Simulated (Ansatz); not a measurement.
Ga₂Cu in space group P4/mmm (No. 123; Ga on 2h, Cu on 1a) at seven volumes, the program Ansatz at the LDA level (PAW), shape and atoms relaxed at each. One row is withheld.

| V (Å³/atom) | P (GPa) |
|---|---|
| 13.179 | 12.41 |
| 13.613 | 7.49 |
| 14.048 | 3.40 |
| 14.482 | 0.00 |
| 14.917 | -2.83 |
| 15.351 | -5.19 |
| 15.786 | ? |

### Question
Fit the shown pressures and predict the withheld one.

### Answer
P = (3/2)B₀(x^(7/2) − x^(5/2))[1 + (3/4)(B′ − 4)(x − 1)] with x = (V₀/V)^(2/3). Least squares on the six rows gives V₀ = 14.482 Å³/atom, B₀ = 103 GPa, B′ = 5.12. At V = 15.786, x = 0.9441 and P = -7.12 GPa. The run itself gave -7.12 GPa.

The first step of the workflow began from a Materials Project structure, measured or hypothetical; the Crystallography Open Database files this formula in space group No. 123, but the cells were not matched. Its standing as an ambient phase is unchecked. The LDA relaxation kept the symmetry of its start; of distortions, only those at the zone centre were tested. No spin polarisation was allowed.

Potentials: the later of the program's two PAW sets.
